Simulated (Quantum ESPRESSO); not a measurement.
# Al6SnPt: input and log of a self-consistent run

Computed values, not a measurement. The program is pw.x of Quantum ESPRESSO 7.5 (plane-wave density functional theory). The cell is made up: eight metal atoms on a hexagonal close-packed lattice, with elements, volume, strain and displacements drawn at random and not relaxed, so it may be unstable or far from any real phase. PseudoDojo standard norm-conserving files set the functional (PBE unless stated); there is no spin polarisation or spin-orbit coupling, the Fermi-Dirac width of 0.25 eV means electrons at about 2900 K, and the masses in the input are unused placeholders. The tin pseudopotential is less sure than most, with forces differing by about three percent from a second method on plain tin. Heavy elements are run without spin-orbit coupling, which real alloys of them have. A spin test at this wide smearing found no moment, but such smearing suppresses magnetism that the real alloy may have.

Input:

```
&control calculation='scf', pseudo_dir='./dojo.nc.sr.pbe.v0_5.standard.upf', outdir='./o', disk_io='minimal', tprnfor=.true., tstress=.true. /
&system ibrav=0, nat=8, ntyp=3, nbnd=34, ecutwfc=84.00895049, nosym=.true., tot_charge=0,
 occupations='smearing', smearing='fd', degauss=0.0183746611
/
&electrons conv_thr=1.470e-08, electron_maxstep=70, mixing_beta=0.5 /
ATOMIC_SPECIES
Al 1.0 Al.upf
Pt 1.0 Pt.upf
Sn 1.0 Sn.upf
CELL_PARAMETERS angstrom
0.0 4.8769 0.0
2.8157 0.0 4.5729
2.8157 0.0 -4.5729
ATOMIC_POSITIONS angstrom
Al -0.1247 0.075 -0.0275
Al 2.9279 0.0999 0.1218
Al 2.7367 1.4769 -2.4395
Al 2.9178 1.4951 2.2841
Sn 1.4974 2.4319 -0.0262
Pt 4.1816 2.3868 0.0137
Al 1.2565 4.0184 -2.2328
Al 1.4733 4.0577 2.3693
K_POINTS automatic
6 6 6 1 1 1
```

The log is shortened where brackets say so; the opening notice, blank lines, dates and the lines on written files are dropped, and the path of the files is cut. It prints rydbergs, bohrs and kilobars, and counts compression as positive stress. Its total energy is the free energy E - TS of the whole cell.

```
     Program PWSCF v.7.5
     Parallel version (MPI & OpenMP), running on       4 processor cores
     Number of MPI processes:                 4
     Threads/MPI process:                     1
     [start-up lines left out]
     bravais-lattice index     =            0
     lattice parameter (alat)  =       9.2160  a.u.
     unit-cell volume          =     847.5172 (a.u.)^3
     number of atoms/cell      =            8
     number of atomic types    =            3
     number of electrons       =        50.00
     number of Kohn-Sham states=           34
     kinetic-energy cutoff     =      84.0090  Ry
     charge density cutoff     =     336.0358  Ry
     scf convergence threshold =      1.5E-08
     mixing beta               =       0.5000
     number of iterations used =            8  plain     mixing
     Exchange-correlation= PBE
                           (   1   4   3   4   0   0   0)
     [axes and pseudopotential details left out]
   Cartesian axes
     site n.     atom                  positions (alat units)
         1        Al     tau(   1) = (  -0.0255695   0.0153786  -0.0056388  )
         2        Al     tau(   2) = (   0.6003609   0.0204843   0.0249749  )
         3        Al     tau(   3) = (   0.5611557   0.3028358  -0.5002153  )
         4        Al     tau(   4) = (   0.5982899   0.3065677   0.4683508  )
         5        Sn     tau(   5) = (   0.3070393   0.4986569  -0.0053723  )
         6        Pt     tau(   6) = (   0.8574299   0.4894093   0.0028092  )
         7        Al     tau(   7) = (   0.2576432   0.8239660  -0.4578318  )
         8        Al     tau(   8) = (   0.3020976   0.8320244   0.4858209  )
     number of k points=   108  Fermi-Dirac smearing, width (Ry)=  0.0184
     Number of k-points >= 100: set verbosity='high' to print them.
     Dense  grid:    88085 G-vectors     FFT dimensions: (  54,  60,  60)
     Estimated max dynamical RAM per process >     275.76 MB
     Estimated total dynamical RAM >       1.01 GB
     Initial potential from superposition of free atoms
     starting charge      49.9836, renormalised to      50.0000
     Starting wfcs are   43 randomized atomic wfcs
     total cpu time spent up to now is        5.1 secs
     per-process dynamical memory:   229.8 Mb
     Self-consistent Calculation
     iteration #  1     ecut=    84.01 Ry     beta= 0.50
     Davidson diagonalization with overlap
     ethr =  1.00E-02,  avg # of iterations =  4.1
     total cpu time spent up to now is       16.9 secs
     total energy              =    -446.30182537 Ry
     estimated scf accuracy    <       0.55895750 Ry
     iteration #  2     ecut=    84.01 Ry     beta= 0.50
     Davidson diagonalization with overlap
     ethr =  1.12E-03,  avg # of iterations =  2.7
     total cpu time spent up to now is       27.6 secs
     total energy              =    -446.45383454 Ry
     estimated scf accuracy    <       1.00628314 Ry
     iteration #  3     ecut=    84.01 Ry     beta= 0.50
     Davidson diagonalization with overlap
     ethr =  1.12E-03,  avg # of iterations =  2.0
     total cpu time spent up to now is       36.9 secs
     total energy              =    -446.57586666 Ry
     estimated scf accuracy    <       0.01751202 Ry
     iteration #  4     ecut=    84.01 Ry     beta= 0.50
     Davidson diagonalization with overlap
     ethr =  3.50E-05,  avg # of iterations =  9.2
     total cpu time spent up to now is       50.9 secs
     total energy              =    -446.58000879 Ry
     estimated scf accuracy    <       0.00449460 Ry
     iteration #  5     ecut=    84.01 Ry     beta= 0.50
     Davidson diagonalization with overlap
     ethr =  8.99E-06,  avg # of iterations =  3.0
     total cpu time spent up to now is       60.2 secs
     total energy              =    -446.58000392 Ry
     estimated scf accuracy    <       0.00095345 Ry
     iteration #  6     ecut=    84.01 Ry     beta= 0.50
     Davidson diagonalization with overlap
     ethr =  1.91E-06,  avg # of iterations =  5.2
     total cpu time spent up to now is       71.3 secs
     total energy              =    -446.58022397 Ry
     estimated scf accuracy    <       0.00007312 Ry
     iteration #  7     ecut=    84.01 Ry     beta= 0.50
     Davidson diagonalization with overlap
     ethr =  1.46E-07,  avg # of iterations =  2.2
     total cpu time spent up to now is       80.1 secs
     total energy              =    -446.58022842 Ry
     estimated scf accuracy    <       0.00000931 Ry
     iteration #  8     ecut=    84.01 Ry     beta= 0.50
     Davidson diagonalization with overlap
     ethr =  1.86E-08,  avg # of iterations =  2.7
     total cpu time spent up to now is       89.9 secs
     total energy              =    -446.58023140 Ry
     estimated scf accuracy    <       0.00000155 Ry
     iteration #  9     ecut=    84.01 Ry     beta= 0.50
     Davidson diagonalization with overlap
     ethr =  3.10E-09,  avg # of iterations =  2.4
     total cpu time spent up to now is       98.7 secs
     total energy              =    -446.58023144 Ry
     estimated scf accuracy    <       0.00000033 Ry
     iteration # 10     ecut=    84.01 Ry     beta= 0.50
     Davidson diagonalization with overlap
     ethr =  6.51E-10,  avg # of iterations =  2.8
     total cpu time spent up to now is      108.3 secs
     End of self-consistent calculation
     [lines on levels left out]
!    total energy              =    -446.58023151 Ry
     estimated scf accuracy    <       0.00000001 Ry
     smearing contrib. (-TS)   =      -0.05364911 Ry
     internal energy E=F+TS    =    -446.52658240 Ry
     The total energy is F=E-TS. E is the sum of the following terms:
     one-electron contribution =    -222.18732002 Ry
     hartree contribution      =     137.09295854 Ry
     xc contribution           =    -105.22449555 Ry
     ewald contribution        =    -256.20772538 Ry
     convergence has been achieved in  10 iterations
     Forces acting on atoms (cartesian axes, Ry/au):
     atom    1 type  1   force =     0.02170604   -0.03526338    0.00944083
     atom    2 type  1   force =    -0.01705123   -0.03969427   -0.03556245
     atom    3 type  1   force =     0.02459702    0.00968474    0.02612015
     atom    4 type  1   force =    -0.03155549    0.03101684    0.01478349
     atom    5 type  3   force =    -0.02687127    0.03328243    0.01133994
     atom    6 type  2   force =     0.02548566    0.01727401   -0.00494062
     atom    7 type  1   force =     0.04198025   -0.00228075   -0.02063215
     atom    8 type  1   force =    -0.03829097   -0.01401962   -0.00054920
     Total force =     0.123609     Total SCF correction =     0.000182
     Computing stress (Cartesian axis) and pressure
          total   stress  (Ry/bohr**3)                   (kbar)     P=      143.30
   0.00112548  -0.00002475   0.00001771          165.56       -3.64        2.61
  -0.00002475   0.00080528   0.00003022           -3.64      118.46        4.45
   0.00001771   0.00003022   0.00099159            2.61        4.45      145.87
     init_run     :      4.81s CPU      5.03s WALL (       1 calls)
     electrons    :    102.58s CPU    103.19s WALL (       1 calls)
     forces       :      2.05s CPU      2.05s WALL (       1 calls)
     stress       :      7.11s CPU      7.12s WALL (       1 calls)
     [timing details left out]
     PWSCF        :   1m56.61s CPU   1m57.46s WALL
     JOB DONE.
```

In other units: free energy -6076.034 eV for the cell, pressure 14.33 GPa, largest force component 1.079 eV/Å in size. The run took 119 s of wall time with four MPI processes on a shared machine (Intel Xeon, 2023 or later, virtual cores), so the time is rough. A rerun of this cell at a higher cutoff and on a denser mesh moved values by no more than 0.004 eV in energy, 0.16 GPa in stress and 0.014 eV/Å in force, and a second program with other atomic files agreed on that cell to 2 % rms in force and 0.5 GPa in pressure.